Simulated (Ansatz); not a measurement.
## GeSb2Te4 and the effect of the functional

```
Te Sb Ge
1.0
     2.15929    1.24667   13.22804
    -2.15929    1.24667   13.22804
     0.00000   -2.49333   13.22804
Te Sb Ge
4 2 1
Direct
  0.70897 0.70897 0.70897
  0.29103 0.29103 0.29103
  0.56968 0.56968 0.56968
  0.43032 0.43032 0.43032
  0.85941 0.85941 0.85941
  0.14059 0.14059 0.14059
  0.00000 0.00000 0.00000
```

The cell is a database's computed one, not the measured one.

Kept alike: task band structure; k mesh 7 × 7 × 7; occupations fermi-dirac, width 0.05 eV; no spin polarisation. Program: Ansatz, Ansatz PAW. Cutoffs run from 420 to 500 eV. The mesh is that of the run's cell of 7 atoms. No spin-orbit coupling.

| functional | pressure (GPa) |
| --- | --- |
| LDA | -3.66 |
| PBE | -0.05 |
| PBEsol | -2.62 |
| r2SCAN | -0.93 |

Pressure is positive in compression, with a Pulay correction for the finite cutoff. For a metal such a mesh leaves the last digits unconverged. All rows use potentials made for PBE.

Q: What does the functional change here?

A: The pressure runs from -3.66 (LDA) to -0.05 GPa (PBE). From PBE: LDA -3.61; PBEsol -2.57; r2SCAN -0.88.
